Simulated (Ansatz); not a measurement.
YTe, DFT, PBEsol, PAW with Ansatz's default frozen-core files, scalar-relativistic (Ansatz 0.2.0), run on 1 thread of Intel(R) Xeon(R) 6975P-C (Granite Rapids) on a shared host.

The cell is COD entry 9008769, as deposited and not checked against the literature; nothing was relaxed. The listed cell was then made from it by scaling, straining or moving an atom.

Command: `ansatz run input.yaml --threads 1 --pin off --max-ram 3072MiB --backend cpu --events-out ev --progress --plain --runs-dir out`

```yaml
crystal:
  lattice:
    - [0.0, 2.98655, 3.0475]
    - [2.98655, 0.0, 3.0475]
    - [2.98655, 2.98655, 0.0]
  atoms:
    - { symbol: "Y", position: [0.0, 0.0, 0.0] }
    - { symbol: Te, position: [0.5, 0.5, 0.5] }
kpoints:
  mp_grid: { grid: [12, 12, 12] }
scf:
  occupations: { method: fermi_dirac, width: 0.05 }
hamiltonian:
  xc: pbesol
  pseudopotentials: { kind: paw }
output:
  forces: true
  stress: true
  eigenvalues: true
  efg: { contact_densities: true }
  write_density: true
  write_potential: true
  elf: true
  volumetric_format: npy
```

(1) How large is the problem that the program sets up?

(2) Estimate the wall time and the peak memory.

(3) And the same cell and mesh by all-electron PAW (datasets made for this crystal), asked for forces, stress, eigenvalues, efg, on the same hardware?

Results:

(1) 163 irreducible k-points, 1055 plane waves at Γ, 18 bands.

(2) 6.2 s of wall time for 6 SCF iterations, with a peak of 0.54 GiB. Times on shared machines scatter by tens of per cent.

(3) 14 s, peak memory 0.72 GiB.
